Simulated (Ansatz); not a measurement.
Consider the following.

Relaxed MnO (rock salt):

```xyz
2
Lattice="0.0000 2.2251 2.2251 2.2251 0.0000 2.2251 2.2251 2.2251 0.0000" Properties=species:S:1:pos:R:3 pbc="T T T"
O      0.0000     0.0000     0.0000
Mn     2.2251     2.2251     2.2251
```

Scan: atom 1 (O, nearest neighbour Mn at 2.225 Å; its periodic images, 3.1 Å or more away, move with it) is displaced along Cartesian x, direction (1.000, 0.000, 0.000) in Cartesian axes, by s. The other atoms stay.

Calculation: r2SCAN (plane waves to 500 eV, PAW, scalar-relativistic; Ansatz, a program for electronic structure). k mesh 10×10×10 (Γ-centred), Fermi-Dirac smearing 0.05 eV. The energy includes the smearing's −TS. With partly filled bands, energies and forces of such displacements shift with the k mesh and the smearing. At this level the bands of MnO touch or barely overlap; measurements give the solid a gap. MnO is run spin-polarised and with no Hubbard U; the real compound is an antiferromagnetic insulator, a state that this run doesn't describe. MnO was relaxed with its symmetry unable to fall. Relaxed MnO ends ferromagnetic. The magnetic order is the one the run started from; other orders were not tried. ΔE is measured from the undisplaced structure.

The scan covers s from -0.450 to 0.450 Å in 11 points.

Is the energy the same for equal positive and negative displacements?

Even: the same for both signs. With its periodic images moving along, the atom's site symmetry in this cell is m-3m.

What is the energy change at s = 0.450 Å?

609 meV/cell.

What force acts on the atom along the line at s = -0.450 Å?

4.27 eV/Å.

What is the force constant k = d²E/ds² of this move at s = 0?

2.79 eV/Å².

With two atoms in the cell this is the zone-centre optical mode. What wavenumber follows?

247 cm⁻¹.

(For displaced atoms, the force is minus the slope of the energy, and its curvature is a force constant, which sets phonon frequencies.)
